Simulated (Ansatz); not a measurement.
TeO$_{2}$:
Space group Aea2 (No. 41); a = 5.643 Å, b = 5.471 Å, c = 5.125 Å, α = 90.00°, β = 90.00°, γ = 90.00°

| atom | site | symmetry | x | y | z |
|---|---|---|---|---|---|
| Te | 4a | ..2 | 0.0000 | 0.0000 | 0.9028 |
| O | 8b | 1 | 0.1705 | 0.1877 | 0.1711 |
(The calculation used a cell of 6 atoms; values per cell refer to that cell.)

Relaxed with LDA.

Question: Which orbitals make up the states near the Fermi level in the program Ansatz at the LDA level (PAW)?

Answer: Within 0.5 eV of the Fermi level: O 2p 47 %, Te 5p 36 %, Te 5s 13 %. Projections are on Löwdin-orthogonalised atomic valence shells; empty p or d shells of many metals are not among them.

Question: Tabulate the density of states.

Answer: States/eV per cell of 6 atoms, in 0.25 eV bins, energy from the Fermi level.

| E (eV) | total | O 2p | Te 5p | Te 5s |
|---|---|---|---|---|
| -7.85 | 0.02 | 0.00 | 0.00 | 0.01 |
| -7.60 | 1.15 | 0.70 | 0.43 | 0.00 |
| -7.35 | 3.81 | 2.39 | 1.33 | 0.02 |
| -7.10 | 4.73 | 3.03 | 1.54 | 0.04 |
| -6.85 | 4.30 | 2.76 | 1.34 | 0.04 |
| -6.60 | 3.09 | 2.00 | 0.93 | 0.03 |
| -6.35 | 2.29 | 1.50 | 0.64 | 0.03 |
| -6.10 | 3.15 | 2.08 | 0.83 | 0.05 |
| -5.85 | 2.27 | 1.55 | 0.57 | 0.03 |
| -5.60 | 2.50 | 1.73 | 0.58 | 0.03 |
| -5.35 | 3.07 | 2.15 | 0.67 | 0.04 |
| -5.10 | 1.46 | 1.04 | 0.31 | 0.02 |
| -4.85 | 3.35 | 2.42 | 0.69 | 0.07 |
| -4.60 | 3.15 | 2.40 | 0.53 | 0.04 |
| -4.35 | 3.44 | 2.67 | 0.54 | 0.04 |
| -4.10 | 3.41 | 2.82 | 0.39 | 0.04 |
| -3.85 | 3.19 | 2.78 | 0.23 | 0.03 |
| -3.60 | 3.87 | 3.54 | 0.15 | 0.03 |
| -3.35 | 5.62 | 5.22 | 0.14 | 0.06 |
| -3.10 | 6.16 | 5.72 | 0.16 | 0.07 |
| -2.85 | 2.54 | 2.34 | 0.08 | 0.04 |
| -2.60 | 6.45 | 6.04 | 0.17 | 0.08 |
| -2.35 | 5.44 | 5.11 | 0.12 | 0.08 |
| -2.10 | 2.12 | 2.00 | 0.04 | 0.04 |
| -1.85 | 1.82 | 1.55 | 0.08 | 0.15 |
| -1.60 | 1.72 | 1.31 | 0.11 | 0.24 |
| -1.35 | 2.82 | 2.04 | 0.20 | 0.47 |
| -1.10 | 5.09 | 3.60 | 0.37 | 0.93 |
| -0.85 | 2.47 | 1.73 | 0.14 | 0.52 |
| -0.60 | 0.94 | 0.66 | 0.04 | 0.21 |
| -0.35 | 0.46 | 0.32 | 0.02 | 0.10 |
| -0.10 | 0.13 | 0.10 | 0.00 | 0.03 |
| 0.15 | 0.21 | 0.04 | 0.16 | 0.00 |
| 0.40 | 0.41 | 0.07 | 0.30 | 0.00 |
| 0.65 | 0.94 | 0.16 | 0.66 | 0.01 |
| 0.90 | 1.26 | 0.25 | 0.86 | 0.01 |
| 1.15 | 1.13 | 0.25 | 0.75 | 0.01 |
| 1.40 | 1.16 | 0.28 | 0.76 | 0.01 |
| 1.65 | 1.32 | 0.33 | 0.85 | 0.01 |
| 1.90 | 1.70 | 0.44 | 1.06 | 0.02 |
| 2.15 | 2.62 | 0.70 | 1.61 | 0.03 |
| 2.40 | 2.11 | 0.60 | 1.26 | 0.03 |
| 2.65 | 1.84 | 0.56 | 1.06 | 0.04 |
| 2.90 | 1.02 | 0.31 | 0.58 | 0.03 |
| 3.15 | 1.03 | 0.30 | 0.58 | 0.04 |
| 3.40 | 2.09 | 0.60 | 1.18 | 0.07 |
| 3.65 | 2.65 | 0.73 | 1.53 | 0.07 |
| 3.90 | 3.45 | 0.94 | 2.03 | 0.07 |
| 4.15 | 4.58 | 1.29 | 2.61 | 0.08 |
| 4.40 | 2.12 | 0.61 | 1.22 | 0.02 |
| 4.65 | 1.99 | 0.57 | 1.14 | 0.01 |

The start of the workflow was typed in or built on a structure type; neither database checked (COD, Materials Project) lists it. COD files the formula under space group No. 19, 61, 92, 136. Its standing as an ambient phase is unchecked. Symmetry was held in the LDA relaxation; its stability against distortions is not shown here. The volume moved by -61 % from the start of the relaxation. A crystal of weakly bound molecules computed without a dispersion correction: the cell and the soft elastic constants depend strongly on that. Spin–orbit coupling is left out wherever it is not named.

Potentials: the earlier of the program's two PAW sets. The files were generated under PBE; for other functionals the program regenerates the frozen cores, and for LDA and PBEsol the local potential too.
